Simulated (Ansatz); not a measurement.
# SiAu: one input, then a changed one

The cell was built from the L11 type and relaxed in the same program, and has space group R-3m; it needn't be a known or the stable phase.

First run: DFT, LDA, PAW with Ansatz's default frozen-core files, scalar-relativistic (Ansatz 0.2.0).

Command: `ansatz run input.yaml --threads 1 --pin off --max-ram 2048MiB --backend cpu --events-out ev --progress --plain --runs-dir out` The run took 25 s on 1 thread of Intel(R) Xeon(R) Processor @ 2.50GHz (Skylake/Cascade Lake) (shared host), peak memory 0.49 GiB.

```yaml
crystal:
  lattice:
    - [1.648280997, -0.9516354773, 3.6168697693]
    - [0.0, 1.9032709546, 3.6168697693]
    - [-1.648280997, -0.9516354773, 3.6168697693]
  atoms:
    - { symbol: Au, position: [0.0, 0.0, 0.0] }
    - { symbol: Si, position: [0.5, 0.5, 0.5] }
kpoints:
  mp_grid: { grid: [15, 15, 15] }
  band_path:
    path:
      - [0.0, 0.0, 0.0]
      - [0.5, 0.5, 0.5]
      - [0.7871820007, 0.2128179993, 0.5]
      - [0.5, -0.2128179993, 0.2128179993]
      - [0.5, 0.0, 0.0]
      - [0.0, 0.0, 0.0]
      - [0.3564089997, -0.3564089997, 0.0]
      - [0.6435910003, 0.0, 0.3564089997]
      - [0.5, 0.0, 0.5]
    npoints: 5
scf:
  occupations: { method: fermi_dirac, width: 0.08 }
hamiltonian:
  xc: lda
  pseudopotentials: { kind: paw }
output:
  forces: true
  stress: true
  eigenvalues: true
  efg: { contact_densities: true }
```

Result: converged; pressure -5.28 GPa; 6 SCF iterations.

Spin–orbit coupling is left out, though it moves levels of the heavy atoms by tenths of an eV or more.

A second input differs as follows:

```diff
@@ -23,7 +23,9 @@
 scf:
   occupations: { method: fermi_dirac, width: 0.08 }
+  max_iter: 100
 hamiltonian:
   xc: lda
   pseudopotentials: { kind: paw }
+  hubbard: { sites: [{ species: Au, l: d, u_eff: 20.0 }] }
 output:
   forces: true
```

Question: What is wrong with it, and what does the program do?

Answer: The fault is an enormous or negative U. The run converged; pressure 8.80 GPa; 7 SCF iterations. Such numbers aren't properties of the crystal. The log ends:
```
--- Band table (eV; the first three rows and the last of 344) ---
  k-point 0: bands = ["-89.9371", "-41.4371", "-41.3467", "-41.3467", "-0.1663", "0.8344", "0.8344", "1.5513", "1.5513", "2.5932", "13.3420", "18.0738", "18.0738", "18.4131", "24.5852", "24.9335"]
  k-point 1: bands = ["-89.9370", "-41.4370", "-41.3486", "-41.3472", "-0.1140", "0.8045", "0.8909", "1.5098", "1.5446", "2.6873", "13.4235", "17.4730", "18.0764", "18.7336", "24.2531", "24.7729"]
  k-point 2: bands = ["-89.9367", "-41.4366", "-41.3536", "-41.3486", "0.0287", "0.7211", "1.0540", "1.3977", "1.5260", "2.9746", "13.6145", "16.5204", "18.0874", "19.0432", "23.1524", "24.7967"]
  k-point 343: bands = ["-89.9367", "-41.4403", "-41.3488", "-41.3475", "0.5535", "0.8973", "0.9906", "1.6413", "1.8333", "4.9746", "7.1400", "18.8264", "19.3589", "21.5468", "22.4048", "22.5543"]
Occupation matrices written to <dir>
```
